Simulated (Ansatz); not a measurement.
Total density of states per atom from r²SCAN (plane waves, PAW; program Ansatz), in 0.25 eV bins, energy from the Fermi level:

| E (eV) | states/eV/atom |
|---|---|
| -7.85 | 0.42 |
| -7.60 | 0.46 |
| -7.35 | 0.42 |
| -7.10 | 0.43 |
| -6.85 | 0.51 |
| -6.60 | 0.44 |
| -6.35 | 0.45 |
| -6.10 | 0.52 |
| -5.85 | 0.83 |
| -5.60 | 0.63 |
| -5.35 | 0.61 |
| -5.10 | 0.56 |
| -4.85 | 0.29 |
| -4.60 | 0.35 |
| -4.35 | 0.44 |
| -4.10 | 0.41 |
| -3.85 | 0.48 |
| -3.60 | 0.52 |
| -3.35 | 0.67 |
| -3.10 | 0.71 |
| -2.85 | 0.56 |
| -2.60 | 0.50 |
| -2.35 | 0.46 |
| -2.10 | 0.42 |
| -1.85 | 0.42 |
| -1.60 | 0.46 |
| -1.35 | 0.44 |
| -1.10 | 0.51 |
| -0.85 | 0.37 |
| -0.60 | 0.34 |
| -0.35 | 0.38 |
| -0.10 | 0.34 |
| 0.15 | 0.33 |
| 0.40 | 0.31 |
| 0.65 | 0.37 |
| 0.90 | 0.36 |
| 1.15 | 0.54 |
| 1.40 | 0.76 |
| 1.65 | 0.50 |
| 1.90 | 0.39 |
| 2.15 | 0.38 |
| 2.40 | 0.31 |
| 2.65 | 0.34 |
| 2.90 | 0.40 |
| 3.15 | 0.34 |
| 3.40 | 0.39 |
| 3.65 | 0.41 |
| 3.90 | 0.37 |
| 4.15 | 0.39 |
| 4.40 | 0.46 |
| 4.65 | 0.48 |

Problem. Which of these materials gives this?
(A) SiB2Os2, Cmmm (Si on 2a, Os on 4j, B on 4i)
(B) SiGe, R-3m (Si on 6c, Ge on 6c)
(C) Re2B, P4/nmm (Re on 2a, Re on 2c, B on 2c)
(D) B, fcc (Cu type)

Solution. A, SiB2Os2, Cmmm (Si on 2a, Os on 4j, B on 4i). Within 0.5 eV of the Fermi level: Os 5d 59 %, B 2p 15 %, Si 3p 11 %, Si 3s 5 %. Projections are on Löwdin-orthogonalised atomic valence shells; empty p or d shells of many metals are not among them.

The start of the workflow was typed in or built on a structure type; neither database checked (COD, Materials Project) lists it. Its standing as an ambient phase is unchecked. The cell was relaxed with r²SCAN under the symmetry of its start; whether a distortion lowers the energy is not shown. The run is not spin-polarised. Its formation energy is positive at this level, so the cell may be metastable or incomplete. Scalar-relativistic: spin–orbit coupling is off unless named, which matters more the heavier the elements.

Potentials: the earlier of the program's two PAW sets.
